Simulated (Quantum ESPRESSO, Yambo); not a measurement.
CdOFH (space group P2_1, No. 4, within 0.06 Å of Pmn2_1): one geometry, one set of PBEsol (Quantum ESPRESSO, PseudoDojo norm-conserving, 102 Ry, without SOC) orbitals, self-energies from Yambo (4×2×2 Γ-centred k mesh, bands 9 to 155 and a 7 Ry block in the screening, 155 bands in G with the Bruneval-Gonze terminator, plasmon pole fitted at 27.2 eV).

| level | gap (0, 0, -0.5) → Γ (eV) | direct gap at Γ (eV) |
|---|---|---|
| PBEsol (Quantum ESPRESSO) | 1.74 | 1.79 |
| exchange only (Hartree-Fock self-energy on PBEsol orbitals) | 11.67 | 11.72 |
| static COHSEX@PBEsol | 4.48 | 4.54 |
| G0W0@PBEsol, plasmon pole | [?] | [?] |
| G0W0@PBEsol, multipole fit to 8 frequencies, no terminator | 3.52 | 3.58 |
| G0W0@PBEsol, plasmon pole, no terminator | [?] | [?] |

**Question.** What belongs in the gaps?

**Answer.** 
- G0W0@PBEsol, plasmon pole, gap (0, 0, -0.5) → Γ (eV): 3.67
- G0W0@PBEsol, plasmon pole, direct gap at Γ (eV): 3.73
- G0W0@PBEsol, plasmon pole, no terminator, gap (0, 0, -0.5) → Γ (eV): 3.55
- G0W0@PBEsol, plasmon pole, no terminator, direct gap at Γ (eV): 3.61

Bare exchange has no screening and gives the widest gap; static COHSEX screens it but leaves out the frequency dependence, which G0W0 restores.

Nearest settings tried, and what they do to the gap: 106 bands in W, 106 bands in G: +107 meV; 3 Ry block (59 vectors against 211): +26 meV. Not varied: mesh. So the settings aren't converged at that level.

Geometry of the Materials Project entry, not relaxed at this level; primitive cell a = 3.534 Å, b = 4.845 Å, c = 5.628 Å, α = γ = 90.00°, β = 90.08°.

The structure is a Materials Project entry; no match was found in the copy of COD used, and its stability was not checked.
